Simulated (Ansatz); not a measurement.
TaS3 in space group P2_1/m (No. 11; Pearson symbol mP24), DFT-r²SCAN+D4 in the program Ansatz with PAW potentials, all energies at zero smearing, with the estimated change up to a 700 eV cutoff added, with one set of potentials and settings (totals compare only within such a set). Cell of 24 atoms (6 Ta, 18 S): -75996.125 eV.

```
element             reference phase  E (eV/atom)
-------  --------------------------  -----------
Ta       Im-3m, 1 atoms in the cell   -9944.4200
S        P2/c, 32 atoms in the cell    -905.9104
```

Formation energy per atom, worked out: (-75996.125 − 6×(-9944.4200) − 18×(-905.9104))/24 = -0.967 eV/atom (-93 kJ per mol of atoms), at 0 K, without zero-point energy or fitted corrections.

The workflow started from a Materials Project entry (that database holds measured and hypothetical structures alike); the Crystallography Open Database files this formula in space group No. 11, but the cells were not matched. Whether it is the stable phase at ambient conditions was not checked. The r²SCAN+D4 relaxation kept the symmetry of its start; its stability against distortions is not shown here. The run is not spin-polarised. The references are the lowest solids computed at this level, not always the standard phases. Scalar-relativistic: spin–orbit coupling is off unless named, which matters more the heavier the elements.

Potentials: the later of the program's two PAW sets.
